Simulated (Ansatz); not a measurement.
ReC in space group P-6m2 (No. 187; Re on 1a, C on 1f) under volume change, plane-wave PAW PBEsol (Ansatz code), shape and atoms relaxed at each volume.

```tsv
V (Å³/atom)	E − E(relaxed) (meV/atom)	P (GPa)
8.980	129.3	50.74
9.276	(withheld)	(withheld)
9.572	(withheld)	(withheld)
9.868	0.0	0.00
10.164	11.5	-12.13
10.460	43.7	-22.42
10.757	93.4	-31.15
```

**Question.** Some entries are withheld; supply them.

**Answer.** 
- 9.276, E − E(relaxed) (meV/atom): 54.2
- 9.276, P (GPa): 31.03
- 9.572, E − E(relaxed) (meV/atom): 12.8
- 9.572, P (GPa): 14.26

**Question.** What does a third-order Birch–Murnaghan fit give for V₀, B₀ and B′?

**Answer.** V₀ = 9.87 Å³/atom, B₀ = 437 GPa, B′ = 4.4.

The cell is a constructed one: a structure type filled with these elements; the Crystallography Open Database copy checked does not list it. Whether it is the stable phase at ambient conditions was not checked. The cell was relaxed with PBEsol under the symmetry of its start; of distortions, only those at the zone centre were tested. No spin polarisation was allowed. Scalar-relativistic: spin–orbit coupling is off unless named, which matters more the heavier the elements.

Potentials: the earlier of the program's two PAW sets.
